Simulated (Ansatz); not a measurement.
# TiB: levels along high-symmetry lines

```
Ti B
1.0
     0.00000    2.10100    2.10100
     2.10100    0.00000    2.10100
     2.10100    2.10100    0.00000
Ti B
1 1
Direct
  0.75000 0.75000 0.75000
  0.00000 0.00000 0.00000
```

Atom numbers follow the list: Ti1, B2.

The cell is a database entry far from equilibrium at this level of theory, probably a faulty or high-pressure entry; it serves as a test geometry alone. It is an old determination, and later ones may differ.

Spin polarisation is left out, and whether a magnetic state lies lower isn't shown here.

Computed with DFT, LDA, all-electron LAPW, scalar-relativistic in Ansatz 0.2.0.

Settings: a Γ-centred 13×13×13 k mesh, Fermi–Dirac smearing of 0.05 eV, basis error target 0.25 meV/atom, no spin polarisation.

Points in fractions of the reciprocal vectors of this cell: Γ (0, 0, 0), X (-0.5, -0.5, 0), U (-0.375, -0.375, 0.25), K (-0.375, 0, 0.375), L (0, 0, 0.5), W (-0.5, -0.25, 0.25). The path joins them by straight lines in the order Γ–X–U–K–Γ–L–W–X; legs that retrace an earlier one aren't tabulated. Energies are in eV from the Fermi level.

Task: Metal or insulator at this level of theory?

Result: No gap opens: metallic or semimetallic.

Task: Tabulate bands 8 to 15, counted from the lowest band of the run, along the path.

Result: 
```json
{"k (1/Å)": "0.00", "point": "Γ", "band 8": "-30.65", "band 9": "-30.65", "band 10": "-8.74", "band 11": "-1.91", "band 12": "-1.91", "band 13": "-1.91", "band 14": "3.26", "band 15": "3.26"}
{"k (1/Å)": "0.21", "point": "", "band 8": "-30.66", "band 9": "-30.66", "band 10": "-8.55", "band 11": "-2.03", "band 12": "-1.81", "band 13": "-1.81", "band 14": "3.03", "band 15": "3.32"}
{"k (1/Å)": "0.43", "point": "", "band 8": "-30.71", "band 9": "-30.71", "band 10": "-8.01", "band 11": "-2.34", "band 12": "-1.48", "band 13": "-1.48", "band 14": "2.41", "band 15": "3.51"}
{"k (1/Å)": "0.64", "point": "", "band 8": "-30.77", "band 9": "-30.77", "band 10": "-7.20", "band 11": "-2.76", "band 12": "-0.94", "band 13": "-0.94", "band 14": "1.65", "band 15": "3.78"}
{"k (1/Å)": "0.85", "point": "", "band 8": "-30.84", "band 9": "-30.84", "band 10": "-6.27", "band 11": "-3.21", "band 12": "-0.22", "band 13": "-0.22", "band 14": "1.03", "band 15": "4.11"}
{"k (1/Å)": "1.07", "point": "", "band 8": "-30.90", "band 9": "-30.90", "band 10": "-5.43", "band 11": "-3.62", "band 12": "0.65", "band 13": "0.65", "band 14": "0.80", "band 15": "4.42"}
{"k (1/Å)": "1.28", "point": "", "band 8": "-30.94", "band 9": "-30.94", "band 10": "-4.87", "band 11": "-3.96", "band 12": "0.97", "band 13": "1.51", "band 14": "1.51", "band 15": "4.64"}
{"k (1/Å)": "1.50", "point": "X", "band 8": "-30.96", "band 9": "-30.96", "band 10": "-4.66", "band 11": "-4.11", "band 12": "1.14", "band 13": "1.94", "band 14": "1.94", "band 15": "4.72"}
{"k (1/Å)": "1.57", "point": "", "band 8": "-30.96", "band 9": "-30.96", "band 10": "-4.64", "band 11": "-4.11", "band 12": "1.11", "band 13": "1.90", "band 14": "1.96", "band 15": "4.68"}
{"k (1/Å)": "1.65", "point": "", "band 8": "-30.98", "band 9": "-30.95", "band 10": "-4.57", "band 11": "-4.09", "band 12": "1.02", "band 13": "1.80", "band 14": "1.99", "band 15": "4.58"}
{"k (1/Å)": "1.72", "point": "", "band 8": "-31.00", "band 9": "-30.95", "band 10": "-4.46", "band 11": "-4.08", "band 12": "0.90", "band 13": "1.65", "band 14": "2.00", "band 15": "4.44"}
{"k (1/Å)": "1.80", "point": "", "band 8": "-31.03", "band 9": "-30.94", "band 10": "-4.32", "band 11": "-4.05", "band 12": "0.76", "band 13": "1.46", "band 14": "1.96", "band 15": "4.29"}
{"k (1/Å)": "1.87", "point": "", "band 8": "-31.06", "band 9": "-30.93", "band 10": "-4.18", "band 11": "-4.01", "band 12": "0.60", "band 13": "1.24", "band 14": "1.90", "band 15": "4.12"}
{"k (1/Å)": "1.95", "point": "", "band 8": "-31.09", "band 9": "-30.91", "band 10": "-4.10", "band 11": "-3.88", "band 12": "0.38", "band 13": "1.02", "band 14": "1.88", "band 15": "3.95"}
{"k (1/Å)": "2.02", "point": "U", "band 8": "-31.13", "band 9": "-30.90", "band 10": "-4.10", "band 11": "-3.69", "band 12": "0.09", "band 13": "0.79", "band 14": "1.95", "band 15": "3.76"}
{"k (1/Å)": "2.15", "point": "", "band 8": "-31.13", "band 9": "-30.89", "band 10": "-4.12", "band 11": "-3.54", "band 12": "-0.23", "band 13": "0.79", "band 14": "1.96", "band 15": "3.78"}
{"k (1/Å)": "2.29", "point": "", "band 8": "-31.13", "band 9": "-30.90", "band 10": "-4.12", "band 11": "-3.35", "band 12": "-0.65", "band 13": "0.90", "band 14": "1.87", "band 15": "3.97"}
{"k (1/Å)": "2.42", "point": "", "band 8": "-31.11", "band 9": "-30.92", "band 10": "-4.12", "band 11": "-3.19", "band 12": "-0.95", "band 13": "1.00", "band 14": "1.76", "band 15": "4.17"}
{"k (1/Å)": "2.55", "point": "", "band 8": "-31.11", "band 9": "-30.92", "band 10": "-4.12", "band 11": "-3.19", "band 12": "-0.95", "band 13": "1.00", "band 14": "1.76", "band 15": "4.17"}
{"k (1/Å)": "2.68", "point": "", "band 8": "-31.13", "band 9": "-30.90", "band 10": "-4.12", "band 11": "-3.35", "band 12": "-0.65", "band 13": "0.90", "band 14": "1.87", "band 15": "3.97"}
{"k (1/Å)": "2.81", "point": "", "band 8": "-31.13", "band 9": "-30.89", "band 10": "-4.12", "band 11": "-3.54", "band 12": "-0.23", "band 13": "0.79", "band 14": "1.96", "band 15": "3.78"}
{"k (1/Å)": "2.94", "point": "K", "band 8": "-31.13", "band 9": "-30.90", "band 10": "-4.10", "band 11": "-3.69", "band 12": "0.09", "band 13": "0.79", "band 14": "1.95", "band 15": "3.76"}
{"k (1/Å)": "3.17", "point": "", "band 8": "-31.15", "band 9": "-30.84", "band 10": "-4.35", "band 11": "-3.02", "band 12": "-0.99", "band 13": "0.16", "band 14": "2.83", "band 15": "3.19"}
{"k (1/Å)": "3.39", "point": "", "band 8": "-31.03", "band 9": "-30.78", "band 10": "-4.99", "band 11": "-2.47", "band 12": "-1.75", "band 13": "-0.37", "band 14": "2.67", "band 15": "4.22"}
{"k (1/Å)": "3.62", "point": "", "band 8": "-30.91", "band 9": "-30.73", "band 10": "-5.96", "band 11": "-2.44", "band 12": "-1.61", "band 13": "-0.81", "band 14": "2.38", "band 15": "4.29"}
{"k (1/Å)": "3.85", "point": "", "band 8": "-30.80", "band 9": "-30.69", "band 10": "-7.02", "band 11": "-2.41", "band 12": "-1.42", "band 13": "-1.23", "band 14": "2.41", "band 15": "3.62"}
{"k (1/Å)": "4.07", "point": "", "band 8": "-30.72", "band 9": "-30.67", "band 10": "-7.92", "band 11": "-2.22", "band 12": "-1.58", "band 13": "-1.55", "band 14": "2.72", "band 15": "3.30"}
{"k (1/Å)": "4.30", "point": "", "band 8": "-30.66", "band 9": "-30.65", "band 10": "-8.53", "band 11": "-2.01", "band 12": "-1.83", "band 13": "-1.80", "band 14": "3.09", "band 15": "3.25"}
{"k (1/Å)": "4.53", "point": "Γ", "band 8": "-30.65", "band 9": "-30.65", "band 10": "-8.74", "band 11": "-1.91", "band 12": "-1.91", "band 13": "-1.91", "band 14": "3.26", "band 15": "3.26"}
{"k (1/Å)": "4.71", "point": "", "band 8": "-30.65", "band 9": "-30.65", "band 10": "-8.60", "band 11": "-1.97", "band 12": "-1.85", "band 13": "-1.85", "band 14": "3.20", "band 15": "3.20"}
{"k (1/Å)": "4.90", "point": "", "band 8": "-30.67", "band 9": "-30.67", "band 10": "-8.18", "band 11": "-2.12", "band 12": "-1.68", "band 13": "-1.68", "band 14": "3.07", "band 15": "3.07"}
{"k (1/Å)": "5.08", "point": "", "band 8": "-30.69", "band 9": "-30.69", "band 10": "-7.56", "band 11": "-2.30", "band 12": "-1.47", "band 13": "-1.47", "band 14": "3.02", "band 15": "3.02"}
{"k (1/Å)": "5.27", "point": "", "band 8": "-30.72", "band 9": "-30.72", "band 10": "-6.81", "band 11": "-2.45", "band 12": "-1.31", "band 13": "-1.31", "band 14": "3.17", "band 15": "3.17"}
{"k (1/Å)": "5.45", "point": "", "band 8": "-30.74", "band 9": "-30.74", "band 10": "-6.10", "band 11": "-2.49", "band 12": "-1.23", "band 13": "-1.23", "band 14": "3.54", "band 15": "3.54"}
{"k (1/Å)": "5.64", "point": "", "band 8": "-30.76", "band 9": "-30.76", "band 10": "-5.60", "band 11": "-2.42", "band 12": "-1.22", "band 13": "-1.22", "band 14": "3.98", "band 15": "3.98"}
{"k (1/Å)": "5.82", "point": "L", "band 8": "-30.77", "band 9": "-30.77", "band 10": "-5.42", "band 11": "-2.36", "band 12": "-1.23", "band 13": "-1.23", "band 14": "4.19", "band 15": "4.19"}
{"k (1/Å)": "5.97", "point": "", "band 8": "-30.79", "band 9": "-30.77", "band 10": "-5.34", "band 11": "-2.39", "band 12": "-1.27", "band 13": "-1.14", "band 14": "4.13", "band 15": "4.21"}
{"k (1/Å)": "6.12", "point": "", "band 8": "-30.84", "band 9": "-30.79", "band 10": "-5.11", "band 11": "-2.49", "band 12": "-1.35", "band 13": "-0.88", "band 14": "3.90", "band 15": "4.27"}
{"k (1/Å)": "6.27", "point": "", "band 8": "-30.92", "band 9": "-30.82", "band 10": "-4.80", "band 11": "-2.67", "band 12": "-1.41", "band 13": "-0.42", "band 14": "3.38", "band 15": "4.32"}
{"k (1/Å)": "6.42", "point": "", "band 8": "-31.01", "band 9": "-30.86", "band 10": "-4.46", "band 11": "-2.90", "band 12": "-1.34", "band 13": "0.22", "band 14": "2.62", "band 15": "4.33"}
{"k (1/Å)": "6.58", "point": "", "band 8": "-31.09", "band 9": "-30.91", "band 10": "-4.17", "band 11": "-3.12", "band 12": "-1.08", "band 13": "0.91", "band 14": "1.86", "band 15": "4.24"}
{"k (1/Å)": "6.73", "point": "", "band 8": "-31.14", "band 9": "-30.95", "band 10": "-3.99", "band 11": "-3.30", "band 12": "-0.63", "band 13": "0.75", "band 14": "1.96", "band 15": "4.02"}
{"k (1/Å)": "6.88", "point": "W", "band 8": "-31.15", "band 9": "-30.97", "band 10": "-3.92", "band 11": "-3.37", "band 12": "-0.12", "band 13": "0.16", "band 14": "2.32", "band 15": "3.84"}
{"k (1/Å)": "6.98", "point": "", "band 8": "-31.12", "band 9": "-30.97", "band 10": "-3.93", "band 11": "-3.47", "band 12": "0.02", "band 13": "0.20", "band 14": "2.31", "band 15": "3.86"}
{"k (1/Å)": "7.09", "point": "", "band 8": "-31.08", "band 9": "-30.97", "band 10": "-3.96", "band 11": "-3.71", "band 12": "0.31", "band 13": "0.38", "band 14": "2.28", "band 15": "3.92"}
{"k (1/Å)": "7.20", "point": "", "band 8": "-31.04", "band 9": "-30.97", "band 10": "-4.00", "band 11": "-4.00", "band 12": "0.48", "band 13": "0.84", "band 14": "2.22", "band 15": "4.04"}
{"k (1/Å)": "7.31", "point": "", "band 8": "-31.01", "band 9": "-30.97", "band 10": "-4.27", "band 11": "-4.04", "band 12": "0.69", "band 13": "1.29", "band 14": "2.15", "band 15": "4.22"}
{"k (1/Å)": "7.41", "point": "", "band 8": "-30.98", "band 9": "-30.96", "band 10": "-4.48", "band 11": "-4.08", "band 12": "0.90", "band 13": "1.65", "band 14": "2.06", "band 15": "4.44"}
{"k (1/Å)": "7.52", "point": "", "band 8": "-30.97", "band 9": "-30.96", "band 10": "-4.61", "band 11": "-4.10", "band 12": "1.07", "band 13": "1.87", "band 14": "1.98", "band 15": "4.64"}
{"k (1/Å)": "7.63", "point": "X", "band 8": "-30.96", "band 9": "-30.96", "band 10": "-4.66", "band 11": "-4.11", "band 12": "1.14", "band 13": "1.94", "band 14": "1.94", "band 15": "4.72"}
```
